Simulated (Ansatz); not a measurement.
Input and command of a plane-wave DFT calculation in Ansatz:

```yaml
crystal:
  lattice:
    - [4.9869822495, 0.0, 0.0]
    - [0.0, 6.1154447958, 0.0]
    - [0.0, 0.0, 3.7323238657]
  atoms:
    - { symbol: Cu, position: [0.0, 0.0, 0.0] }
    - { symbol: Cu, position: [0.5, 0.5, 0.5] }
    - { symbol: Se, position: [0.1851294965, 0.3857097715, 0.0] }
    - { symbol: Se, position: [0.8148705035, 0.6142902285, 0.0] }
    - { symbol: Se, position: [0.6851294965, 0.1142902285, 0.5] }
    - { symbol: Se, position: [0.3148705035, 0.8857097715, 0.5] }
basis:
  ecutwfc: 500
kpoints:
  mp_grid: { grid: [8, 6, 10] }
hamiltonian:
  xc: r2scan
scf:
  occupations: { method: gaussian, width: 0.1 }
output:
  forces: true
  stress: true
  eigenvalues: true
relax:
  adjacent_minimum: "off"
  f_tol: 0.01
  max_steps: 30
  cell: { stress_tol: 0.1, fix: [volume] }
```

```bash
ansatz run input.yaml --threads 1 --pin off --max-ram 2560MiB --backend cpu --events-out ev --progress --plain --runs-dir out
```

Processor: Intel(R) Xeon(R) Platinum 8488C (Sapphire Rapids), 1 thread, on a host shared with other jobs.

Q: Estimate time, memory and problem size.

A: About 4.1 min on 1 thread of Intel(R) Xeon(R) Platinum 8488C (Sapphire Rapids) (shared host), peak memory 1.2 GiB. It solves 62 bands at 120 k points (the mesh reduced by symmetry) with about 2897 plane waves, in 23 SCF iterations over 4 ionic steps.
